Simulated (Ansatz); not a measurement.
Relaxed-ion elastic tensor of Sc$_{3}$Al (Cu3Au type, Pm-3m) in GPa (Voigt order), LDA (plane waves, PAW; program Ansatz); density 3.35 g/cm³, 20.07 Å³ per atom.

```json
[
 {"": "1", "1": "119", "2": "49.0", "3": "49.0", "4": "0.0", "5": "0.0", "6": "0.0"},
 {"": "2", "1": "49.0", "2": "119", "3": "49.0", "4": "0.0", "5": "0.0", "6": "0.0"},
 {"": "3", "1": "49.0", "2": "49.0", "3": "119", "4": "0.0", "5": "0.0", "6": "0.0"},
 {"": "4", "1": "0.0", "2": "0.0", "3": "0.0", "4": "56.6", "5": "0.0", "6": "0.0"},
 {"": "5", "1": "0.0", "2": "0.0", "3": "0.0", "4": "0.0", "5": "56.6", "6": "0.0"},
 {"": "6", "1": "0.0", "2": "0.0", "3": "0.0", "4": "0.0", "5": "0.0", "6": "56.6"}
]
```

Q: Is the crystal mechanically stable?

A: Yes: the smallest eigenvalue of C is 56.6 GPa.

Q: Work out the Voigt, Reuss and Hill averages.

A: K_V = 72.3, K_R = 72.3, K_H = 72.3; G_V = 48.0, G_R = 45.4, G_H = 46.7 GPa.

Q: Give Young's modulus, Poisson's ratio, Pugh's ratio and the universal anisotropy index.

A: E = 9KG/(3K + G) = 115 GPa; ν = 0.23; K/G = 1.55 (brittle by the Pugh limit of 1.75); A_U = 5G_V/G_R + K_V/K_R − 6 = 0.29.

Q: Estimate the sound speeds and the Debye temperature.

A: v_l = √((K + 4G/3)/ρ) = 6340 m/s, v_t = √(G/ρ) = 3730 m/s, mean 4140 m/s; Θ = (h/k)(3n/4πV)^(1/3) v_m = 453 K.

Q: Give the Zener ratio and Young's modulus along [100], [110] and [111].

A: A = 2C44/(C11 − C12) = 1.62; 1/E = S11 − 2(S11 − S12 − S44/2)Γ with Γ = 0, 1/4, 1/3 gives 90.3, 120, 135 GPa.

Q: Solve the Christoffel equation for the three sound speeds along [100], [110], [111].

A: Eigenvalues of C_ijkl n_j n_l equal ρv². In km/s, slowest first: [100] 4.11, 4.11, 5.96; [110] 3.23, 4.11, 6.48; [111] 3.55, 3.55, 6.64.

The first step of the workflow began from a Materials Project structure, measured or hypothetical; the Crystallography Open Database copy checked does not list it. Its standing as an ambient phase is unchecked. Symmetry was held in the LDA relaxation; whether a distortion lowers the energy is not shown. The run is not spin-polarised. As this level gives no gap, shear constants depend on the k-mesh and smearing (Fermi–Dirac, 0.1 eV here).

Potentials: the later of the program's two PAW sets.
